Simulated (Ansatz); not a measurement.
The relaxed structure here is a generated cell of WSe2: the first start was made by a random draw of sites in a space group, and the end was not matched to a known phase here, so it may be hypothetical. Known forms of WSe2 include space group No. 194.

One starting cell of WSe$_{2}$ (a randomly generated symmetric cell of WSe2 (space group No. 65)) was relaxed twice with Ansatz (plane waves, PAW, scalar-relativistic): with r2SCAN at 500 eV and with PBE at 420 eV. The r2SCAN result:

```yaml
crystal:
  lattice:
    - [3.10461, -3.10626, 0.00000]
    - [3.10461, 3.10626, 0.00000]
    - [0.00000, 0.00000, 3.08757]
  atoms:
    - { symbol: Se, position: [0.00000, 0.50000, 0.00000] }
    - { symbol: Se, position: [0.50000, 0.00000, 0.00000] }
    - { symbol: W, position: [0.00000, 0.00000, 0.50000] }
```

```
quantity                          r2SCAN         PBE
--------------------------------  ------  ----------
space group                       P4/mmm      P4/mmm
volume (Å³/atom)                   19.85  (withheld)
a (Å)                              4.392  (withheld)
c (Å)                              3.088  (withheld)
gap (eV, no spin-orbit coupling)    0.00  (withheld)
```

### Question
Fill in the PBE column.

### Answer

- volume (Å³/atom), PBE: 20.18
- a (Å), PBE: 4.423
- c (Å), PBE: 3.094
- gap (eV, no spin-orbit coupling), PBE: 0.00

Both levels end in the same structure; PBE's volume is 1.7 % larger. Neither column is exact.

No spin polarisation in the result.

The run could not lower the symmetry of its start; a shaken copy of this end point relaxes with r2SCAN to Cmc2₁ (No. 36), 0.69 eV/atom lower.

Ansatz is a program for electronic structure.
